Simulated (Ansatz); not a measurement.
## Profile along the Re–Re line in Re (hcp, Mg type)

Re (hcp, Mg type)

```cif
data_Re2
_chemical_formula_sum 'Re2'
_space_group_name_H-M_alt 'P 1'
_space_group_IT_number 1
_cell_length_a 2.77511
_cell_length_b 2.77511
_cell_length_c 4.48300
_cell_angle_alpha 90.000
_cell_angle_beta 90.000
_cell_angle_gamma 120.000
loop_
_space_group_symop_operation_xyz
  'x, y, z'
loop_
_atom_site_label
_atom_site_type_symbol
_atom_site_fract_x
_atom_site_fract_y
_atom_site_fract_z
_atom_site_occupancy
Re1 Re 0.33333 0.66667 0.75000 1
Re2 Re 0.66667 0.33333 0.25000 1
```

Fields along a shortest Re–Re line of a (1 -1 0 0) plane (2.78 Å), from Re to Re, interpolated on the slice's grid (step about 0.2 Å). Computed with PBE (plane waves to 420 eV, PAW, scalar-relativistic; Ansatz, a first-principles code). k mesh 19×19×11. Inside the PAW spheres the values are not all-electron values, and peaks at nuclei hang on which shells count as valence. Re is run without spin polarisation. Re was relaxed with its symmetry unable to fall. Spin-orbit coupling is left out, though Re is heavy.

| distance from Re (Å) | valence electron density (e/Å³) | electron localisation function |
|---|---|---|
| 0.00 | 6.40 | x |
| 0.14 | 6.68 | x |
| 0.28 | 6.91 | x |
| 0.42 | 6.27 | x |
| 0.56 | 4.64 | 0.73 |
| 0.69 | 2.82 | 0.63 |
| 0.83 | 1.51 | 0.44 |
| 0.97 | 0.82 | 0.29 |
| 1.11 | 0.54 | 0.28 |
| 1.25 | 0.44 | 0.34 |
| 1.39 | 0.41 | 0.37 |
| 1.53 | 0.44 | 0.34 |
| 1.67 | 0.54 | 0.28 |
| 1.81 | 0.82 | 0.29 |
| 1.95 | 1.51 | 0.44 |
| 2.08 | 2.82 | 0.63 |
| 2.22 | 4.64 | 0.73 |
| 2.36 | 6.27 | x |
| 2.50 | 6.91 | x |
| 2.64 | 6.68 | x |
| 2.78 | 6.40 | x |

x: too close to a nucleus for the ELF to mean much.

Density on the Re–Re line (2.78 Å) at its midpoint: 0.41 e/Å³. ELF at that point: 0.4.
